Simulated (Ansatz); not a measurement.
Values for one crystal, relaxed and computed with PBEsol (plane waves, PAW; program Ansatz); other levels are named.

```yaml
volume_per_atom: 12.98 Å³
electronic_character: metallic (no gap)
Density of states at the Fermi level: 0.74 states/eV per atom (mean over ±0.08 eV)
Formation energy from the elements (no fitted shifts): -0.056 eV/atom
Pressure derivative B′: 4.1
Bulk modulus (Birch–Murnaghan fit): 140 GPa
```

Q: Which compound is it?
A) Mn5Ge3, P6_3/mcm (Mn on 6g, Mn on 4d, Ge on 6g)
B) SrCd2Ge2, I4/mmm (Sr on 2a, Ge on 4e, Cd on 4d)
C) Ge2Pt, MoSi2 or CaC2 type
D) CrGe, rock salt

A: A, Mn5Ge3, P6_3/mcm (Mn on 6g, Mn on 4d, Ge on 6g)

The workflow started from a Materials Project entry (that database holds measured and hypothetical structures alike); the Crystallography Open Database copy checked does not list it. Its standing as an ambient phase is unchecked. Symmetry was held in the PBEsol relaxation; its stability against distortions is not shown here. Magnetic state: ferromagnetic, the only order run, not a proven ground state. The references are the lowest solids computed at this level, not always the standard phases. Scalar-relativistic: spin–orbit coupling is off unless named, which matters more the heavier the elements.

Potentials: the later of the program's two PAW sets.
